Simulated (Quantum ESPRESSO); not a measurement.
```
CELL_PARAMETERS angstrom
      0.00000     2.56513     2.56513
      2.56513     0.00000     2.56513
      2.56513     2.56513     0.00000
ATOMIC_POSITIONS crystal
  Be 0.00000 0.00000 0.00000
  Se 0.75000 0.75000 0.75000
```

Cell and atoms were relaxed with PBEsol from Materials Project entry mp-1541, within its symmetry.

Task: What does norm-conserving PBEsol (Quantum ESPRESSO, 88 Ry, no spin-orbit coupling) give for the electronic structure near the Fermi level?

Result: The PBEsol gap is indirect, 2.47 eV, from Γ to X; the smallest direct gap is 4.28 eV. Spin-orbit splittings are left out.
